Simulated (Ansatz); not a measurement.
BeSe (zinc blende)

```yaml
crystal:
  lattice:
    - [0.00000, 2.56446, 2.56446]
    - [2.56446, 0.00000, 2.56446]
    - [2.56446, 2.56446, 0.00000]
  atoms:
    - { symbol: Se, position: [0.75000, 0.75000, 0.75000] }
    - { symbol: Be, position: [0.00000, 0.00000, 0.00000] }
```

The slice is a {100} plane (indices of the conventional cell) through the point (0.750, 0.750, 0.750) (fractional), spanned by u = [100] and v = [0 1 -1] in vectors of this cell: u (3.63 Å) and v (3.63 Å, at 90° to u). It covers one period; positions are fractions (u, v).

Level of theory: PBEsol (plane waves to 420 eV, PAW, scalar-relativistic; Ansatz, a first-principles code). k mesh 11×11×11. Near the nuclei the fields are pseudised (PAW); where an atom keeps semicore shells as valence, they peak there. BeSe was relaxed with its symmetry unable to fall.

**Question.** Sketch the valence electron density on this plane as a map.

**Answer.** 
```
|@@@%#*+==--:::::::--==+*#%@@|
|@@%#*+===--:::::::--===+*#%@|
|%%#**+==---:::::::---==+**#%|
|##**+===--::::.::::--===+**#|
|**++===---:::...:::---===++*|
|++====---:::.....:::---====+|
|=====---:::.......:::---====|
|===----:::.........:::----==|
|------:::...     ...:::-----|
|----::::...       ...::::---|
|:::::::...         ...::::::|
|::::::...           ...:::::|
|:::::....           ....::::|
|::::.....            ....:::|
|:::::....           ....::::|
|::::::...           ...:::::|
|:::::::...         ...::::::|
|----::::...       ...::::---|
|------:::...     ...:::-----|
|===----:::.........:::----==|
|=====---:::.......:::---====|
|++====---:::.....:::---====+|
|**++===---:::...:::---===++*|
|##**+===--::::.::::--===+**#|
|%%#**+==---:::::::---==+**#%|
|@@%#*+===--:::::::--===+*#%@|
|@@@%#*+==--:::::::--==+*#%@@|
|@@@%#*+==--:::::::--==+*#%@@|
```
Scale: ten equal steps from -1.67 (start of ' ') to 1.66 (end of '@'), in the order ' .:-=+*#%@'. Values: log₁₀ of the valence density in e/Å³. The map has 28 points along u (one character each, u = 0 at the left) and 28 along v (v = 0 in the bottom row). The scale is logarithmic, as a density can span decades between atoms and voids.
